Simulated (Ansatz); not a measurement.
Here is the system:

Ge:
```cif
data_Ge8
_chemical_formula_sum 'Ge8'
_space_group_name_H-M_alt 'Fd-3m :1'
_space_group_IT_number 227
_space_group_name_Hall 'F 4d 2 3 -1d'
_cell_length_a 5.67336
_cell_length_b 5.67336
_cell_length_c 5.67336
_cell_angle_alpha 90.000
_cell_angle_beta 90.000
_cell_angle_gamma 90.000
loop_
_atom_site_label
_atom_site_type_symbol
_atom_site_symmetry_multiplicity
_atom_site_Wyckoff_symbol
_atom_site_fract_x
_atom_site_fract_y
_atom_site_fract_z
_atom_site_occupancy
Ge1 Ge 8 a 0.00000 0.00000 0.00000 1
```
(The calculation used a cell of 2 atoms; values per cell refer to that cell.)

This is the r²SCAN-relaxed structure.

Q: All from the program Ansatz at the r²SCAN level (PAW), unless another level is named. Estimate the Hill bulk and shear moduli.

A: 71.8 and 55.6 GPa.

Q: Predict the vibrational entropy at 300 K.

A: 31.3 J/(K·mol of atoms).

Q: Predict the elastic constants (relaxed ions, GPa).

A: C11 = 127, C12 = 44.0, C44 = 67.5.

Symmetry was held in the r²SCAN relaxation; phonons on a q-mesh show no instability.

Potentials: the later of the program's two PAW sets.
